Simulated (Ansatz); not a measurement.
SiNi:
Space group Pnma (No. 62); a = 5.085 Å, b = 3.364 Å, c = 5.520 Å, α = 90.00°, β = 90.00°, γ = 90.00°

| atom | site | symmetry | x | y | z |
|---|---|---|---|---|---|
| Si | 4c | .m. | 0.1788 | 0.2500 | 0.4129 |
| Ni | 4c | .m. | 0.0094 | 0.2500 | 0.8126 |

Relaxed at zero pressure with plane-wave PAW PBEsol (Ansatz code).

The volume is raised by 6 % and shape and atoms relax at that volume. What pressure results, and how do the axes share the change?

-9.4 GPa; a 1.8 %, b 1.6 %, c 2.5 %; the energy rises by 22 meV/atom.

Give the new structure.


Space group Pnma (No. 62); a = 5.1761 Å, b = 3.4177 Å, c = 5.6578 Å, α = 90.00°, β = 90.00°, γ = 90.00°

```tsv
atom	site	symmetry	x	y	z
Si	4c	.m.	0.1819	0.2500	0.4148
Ni	4c	.m.	0.0069	0.2500	0.8095
```

The phase is kept; no other phase was compared at this pressure.

The cell was relaxed with PBEsol under the symmetry of its start; of distortions, only those at the zone centre were tested. No spin polarisation was allowed.

Potentials: the later of the program's two PAW sets.
